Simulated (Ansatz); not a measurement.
Input file for Ansatz (a program for electronic structure):

Ansatz 0.2 input:
```yaml
crystal:
  lattice:
    - [3.9198403753, 0.0, 0.0]
    - [0.0, 3.9256962578, 0.0]
    - [0.0, 0.0, 5.5341619226]
  atoms:
    - { symbol: Si, position: [0.75, 0.0, 0.8802338927] }
    - { symbol: Si, position: [0.25, 0.0, 0.1197661073] }
    - { symbol: Ge, position: [0.25, 0.5, 0.3691608465] }
    - { symbol: Ge, position: [0.75, 0.5, 0.6308391535] }
kpoints:
  mp_grid: { grid: [6, 6, 4] }
  band_path:
    path:
      - [[0.0, 0.0, 0.0], [0.5, 0.0, 0.0], [0.5, 0.5, 0.0], [0.0, 0.5, 0.0], [0.0, 0.0, 0.0], [0.0, 0.0, 0.5], [0.5, 0.0, 0.5], [0.5, 0.5, 0.5], [0.0, 0.5, 0.5], [0.0, 0.0, 0.5]]  # Γ-X-S-Y-Γ-Z-U-R-T-Z
      - [[0.5, 0.0, 0.0], [0.5, 0.0, 0.5]]  # X-U
      - [[0.0, 0.5, 0.0], [0.0, 0.5, 0.5]]  # Y-T
      - [[0.5, 0.5, 0.0], [0.5, 0.5, 0.5]]  # S-R
      - [VBM, CBM]
    npoints: 6
basis: { xc_grid: 2 }
hamiltonian:
  xc: pbesol
  pseudopotentials: { kind: paw }
magnetization: { noncollinear: true, spin_orbit: true }
scf:
  n_extra_bands: 12
  convergence: { dr2_threshold: 0.0000000001 }
  occupations: { method: gaussian, width: 0.01 }
checkpoint: { write: soc.run }
output: { eigenvalues: true }
```

Output (shortened):

```
Pseudopotential: Si, paw_fr, valence charge 4
Pseudopotential: Ge, paw_fr, valence charge 14
Functional definition: PBEsol
non-collinear run that drives no moment, with spin-orbit …
Crystal: 4 atoms, lattice volume = 85.160 Å³
Basis set: ecut = 420 eV, 1675 PW (Γ), exchange–correlation on 54×54×80 points (8 copies of the dense FFT grid, shifted against one another)
Bands: 48, of which v1, the nominal top of the filled ones, is band 36 counted from 1 (35 counted from 0)
Symmetry: 8 space group operations + 8 with time reversal
k-points: 48 of 144
Projection manifold: j_resolved (fully-relativistic pseudo-atomic orbitals)
SCF iter   1: F=—  HF=-9750.406728 eV  |F-HF|=—  |Δ(HF+E_count)|=         —  Δρ=4.05e-2  dr2=1.26e0  dr2_m=0.00e0 (ungated)  ethr=3.10e-3  |M|=0.00e0 ∫|m|=0.00e0 μB  |m|>n=0.0e0 m-floor=0.0e0 τ_xc=0.0e0  β_m=0.30  ⟨swp⟩=6.4  Hψ=5499  notcnv=0  defer=8
preconditioner: auto → Resta (q_TF=auto, 2.364 Å⁻¹)
spin=Noncollinear: Resta preconditioning applied to the charge; magnetization (m_x, m_y, m_z) channels mix plain (no charge-response kernel on spin).
SCF iter   2: F=—  HF=-9750.270683 eV  |F-HF|=—  |Δ(HF+E_count)|=   1.36e-1  Δρ=3.04e-2  dr2=7.16e-1  dr2_m=0.00e0 (ungated)  ethr=3.10e-3  |M|=0.00e0 ∫|m|=0.00e0 μB  |m|>n=0.0e0 m-floor=0.0e0 τ_xc=0.0e0  β_m=0.65  ⟨swp⟩=1.0  Hψ=1344  notcnv=0  defer=24
SCF iter   3: F=—  HF=-9750.101191 eV  |F-HF|=—  |Δ(HF+E_count)|=   1.69e-1  Δρ=2.60e-3  dr2=7.92e-3  dr2_m=0.00e0 (ungated)  ethr=1.99e-3  |M|=0.00e0 ∫|m|=0.00e0 μB  |m|>n=0.0e0 m-floor=0.0e0 τ_xc=0.0e0  β_m=0.64  ⟨swp⟩=2.1  Hψ=1353  notcnv=0  defer=68
SCF iter   4: F=—  HF=-9750.101515 eV  |F-HF|=—  |Δ(HF+E_count)|=   3.24e-4  Δρ=1.61e-3  dr2=2.26e-3  dr2_m=0.00e0 (ungated)  ethr=2.20e-5  |M|=0.00e0 ∫|m|=0.00e0 μB  |m|>n=0.0e0 m-floor=0.0e0 τ_xc=0.0e0  β_m=0.72  ⟨swp⟩=2.0  Hψ=2108  notcnv=0  defer=288
SCF iter   5: F=—  HF=-9750.102621 eV  |F-HF|=—  |Δ(HF+E_count)|=   1.11e-3  Δρ=5.25e-4  dr2=2.76e-4  dr2_m=0.00e0 (ungated)  ethr=6.28e-6  |M|=0.00e0 ∫|m|=0.00e0 μB  |m|>n=0.0e0 m-floor=0.0e0 τ_xc=0.0e0  β_m=0.86  ⟨swp⟩=2.1  Hψ=2013  notcnv=0  defer=288
SCF iter   6: F=—  HF=-9750.102902 eV  |F-HF|=—  |Δ(HF+E_count)|=   2.81e-4  Δρ=7.37e-5  dr2=5.18e-6  dr2_m=0.00e0 (ungated)  ethr=7.68e-7  |M|=0.00e0 ∫|m|=0.00e0 μB  |m|>n=0.0e0 m-floor=0.0e0 τ_xc=0.0e0  β_m=0.92  ⟨swp⟩=3.0  Hψ=2015  notcnv=0  defer=288
SCF iter   7: F=—  HF=-9750.102908 eV  |F-HF|=—  |Δ(HF+E_count)|=   6.69e-6  Δρ=1.12e-5  dr2=6.41e-8  dr2_m=0.00e0 (ungated)  ethr=1.44e-8  |M|=0.00e0 ∫|m|=0.00e0 μB  |m|>n=0.0e0 m-floor=0.0e0 τ_xc=0.0e0  β_m=0.96  ⟨swp⟩=2.0  Hψ=1872  notcnv=0  defer=288
SCF iter   8: F=—  HF=-9750.102909 eV  |F-HF|=—  |Δ(HF+E_count)|=   9.07e-7  Δρ=1.54e-6  dr2=1.66e-9  dr2_m=0.00e0 (ungated)  ethr=1.78e-10  |M|=0.00e0 ∫|m|=0.00e0 μB  |m|>n=0.0e0 m-floor=0.0e0 τ_xc=0.0e0  β_m=0.98  ⟨swp⟩=2.0  Hψ=1970  notcnv=0  defer=288
SCF iter   9: F=-9750.102909 eV  HF=-9750.102909 eV  |F-HF|=6.73e-11  |Δ(HF+E_count)|=   4.45e-9  Δρ=2.61e-7  dr2=9.84e-11  dr2_m=0.00e0 (ungated)  ethr=1.00e-12  |M|=0.00e0 ∫|m|=0.00e0 μB  |m|>n=0.0e0 m-floor=0.0e0 τ_xc=0.0e0  ⟨swp⟩=9.5  Hψ=4689  notcnv=0
SCF 1 converged in 9 iterations: F = -9750.102909 eV  dr2 = 9.84e-11
NSCF: frozen V_eff on 64 k-points
NSCF: frozen V_eff on 64 k-points
NSCF: frozen V_eff on 64 k-points
NSCF: frozen V_eff on 64 k-points
NSCF: frozen V_eff on 57 k-points
NSCF: frozen V_eff on 42 k-points
NSCF: frozen V_eff on 28 k-points
NSCF: frozen V_eff on 28 k-points
NSCF: frozen V_eff on 10 k-points
NSCF: frozen V_eff on 18 k-points
NSCF: frozen V_eff on 18 k-points
NSCF: frozen V_eff on 3 k-points
NSCF: frozen V_eff on 11 k-points
NSCF: frozen V_eff on 3 k-points
NSCF: frozen V_eff on 4 k-points
NSCF: frozen V_eff on 83 k-points
SCF converged after 9 iterations
Magnetization: |M| = 0.0000 μB,  M = (+0.0000, +0.0000, +0.0000) μB
Absolute magnetization: 0.0000 μB (∫|m|)
  site 0: m = (+0.0000, +0.0000, +0.0000) μB, |m| = 0.0000 μB  (R = 0.98 Å)
  site 1: m = (+0.0000, +0.0000, +0.0000) μB, |m| = 0.0000 μB  (R = 0.98 Å)
  site 2: m = (+0.0000, +0.0000, +0.0000) μB, |m| = 0.0000 μB  (R = 0.99 Å)
  site 3: m = (+0.0000, +0.0000, +0.0000) μB, |m| = 0.0000 μB  (R = 0.99 Å)
Free energy (F): -9750.102909 eV
Harris-Foulkes:  -9750.102909 eV  (|F-HF|=6.73e-11)
Internal energy: -9750.102909 eV  (E = F + TS)
E sigma→0 (E₀):  -9750.102909 eV
Fermi energy:    7.605944 eV
--- Per-component energies (eV) ---
  E_band       = -307.333951
  E_kinetic    = 303.769488
  E_local      = -5647.959280  (includes V_loc(G=0)·N_el)
  E_nonlocal   = 893.416220
  E_hartree    = 2500.021283
  E_xc         = -259.317792
  E_vxc        = -223.189859  (∫ρ·V_xc dr)
  E_paw        = -4957.461393  (= ΣΔE_a)
  E_vpaw       = -633.413543  (= ΣTr[D̂ρ^β])
  E_aug_tail   = 0.000544  (compensation charges beyond the density's cutoff)
  E_ewald      = -2584.477460
  E_core_change = 1.905481  (= ΣΔE_core)
  E_smearing   =  0.000000  (= −TS)
  E_closure    = 0.000000  (closes the sum)
  Σ components = -9750.102909   (vs F -9750.102909, Δ=0.00e0)
  [band-id]    e_kinetic+e_local+e_nonlocal+2·e_hartree+e_vxc+e_vpaw+e_augmentation_tail = -307.333864   (vs E_band -307.333951, Δ=8.70e-5)
--- Band table (eV; the first three rows and the last of 48) ---
  k-point 0: bands = ["-17.3887", "-17.3887", "-17.3381", "-17.3381", "-17.3317", "-17.3317", "-17.3235", "-17.3235", "-16.8204", "-16.8204", "-16.7965", "-16.7965", "-16.7525", "-16.7525", "-16.7193", "-16.7193", "-16.6900", "-16.6900", "-16.6667", …
  k-point 1: bands = ["-17.3886", "-17.3886", "-17.3381", "-17.3381", "-17.3317", "-17.3317", "-17.3235", "-17.3235", "-16.8204", "-16.8204", "-16.7964", "-16.7964", "-16.7523", "-16.7523", "-16.7194", "-16.7194", "-16.6900", "-16.6900", "-16.6669", …
  k-point 2: bands = ["-17.3884", "-17.3884", "-17.3381", "-17.3381", "-17.3317", "-17.3317", "-17.3236", "-17.3236", "-16.8203", "-16.8203", "-16.7964", "-16.7964", "-16.7522", "-16.7522", "-16.7194", "-16.7194", "-16.6900", "-16.6900", "-16.6671", …
  k-point 47: bands = ["-17.3661", "-17.3661", "-17.3661", "-17.3661", "-17.3189", "-17.3189", "-17.3189", "-17.3189", "-16.8001", "-16.8001", "-16.8001", "-16.8001", "-16.7432", "-16.7432", "-16.7432", "-16.7432", "-16.6781", "-16.6781", "-16.6781", …
```

Cost: about 2.6 core-minutes (a rough figure) on shared cores.

Space group Pmma. The start of the workflow was typed in or built on a structure type; neither database checked (COD, Materials Project) lists it. Whether it is the stable phase at ambient conditions was not checked. The cell was relaxed with PBEsol under the symmetry of its start; of distortions, only those at the zone centre were tested.

Potentials: the later of the program's two PAW sets.

Ansatz is a plane-wave DFT program.
